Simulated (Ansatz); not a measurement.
## ZrSi3 in the AuCu3-type structure

Level of theory: DFT, PBE, scalar-relativistic, no spin polarisation; plane waves to 420 eV with PAW datasets (Ansatz 0.2.0), 8×8×8 k-mesh, Gaussian smearing of 0.05 eV; PAW files: Ansatz's generated set soft_2.

```yaml
crystal:
  lattice:
    - [3.98994, 0.00000, 0.00000]
    - [0.00000, 3.98994, 0.00000]
    - [0.00000, 0.00000, 3.98994]
  atoms:
    - { symbol: Zr, position: [0.00000, 0.00000, 0.00000] }
    - { symbol: Si, position: [0.00000, 0.50000, 0.50000] }
    - { symbol: Si, position: [0.50000, 0.50000, 0.00000] }
    - { symbol: Si, position: [0.50000, 0.00000, 0.50000] }
```

This is a trial structure made by placing the elements on a prototype's sites, so it needn't be the stable form.

The cell above was scaled in volume, its shape and atoms being fixed by the lattice's symmetry. Energies are counted from the cell above.

Cell and atoms are those of this level's equilibrium.

```tsv
V (Å³/atom)	ΔE (meV/atom)	P (GPa)
15.01	19.0	7.3
15.24	9.8	5.1
15.56	2.4	2.4
15.88	0.0	0.0
16.20	2.2	-2.2
16.51	8.5	-4.1
16.99	24.7	-6.7
17.47	47.8	-8.9
```

(1) What do the points give for the equilibrium volume, the bulk modulus and its pressure derivative (third-order Birch–Murnaghan)?

Answer:

(1) V0 = 15.88 Å³/atom, B0 = 115 GPa, B0′ = 4.5.

B0·V0 = 114.8 GPa × 15.88 Å³ = 11.38 eV/atom sets the scale: near the minimum ΔE ≈ ½ B0 V0 x², with x = V/V0 − 1, and a pressure of 1.1 GPa squeezes the volume by about 1 %. At the ends of the curve: x = −5.5 % predicts 17.2 meV/atom and the run gives 19.0; x = +10.0 % predicts 57.0 meV/atom and the run gives 47.8. Compression costs more and expansion less than the parabola says, since the crystal stiffens as it shrinks; B0′ measures that. The run is a metal.
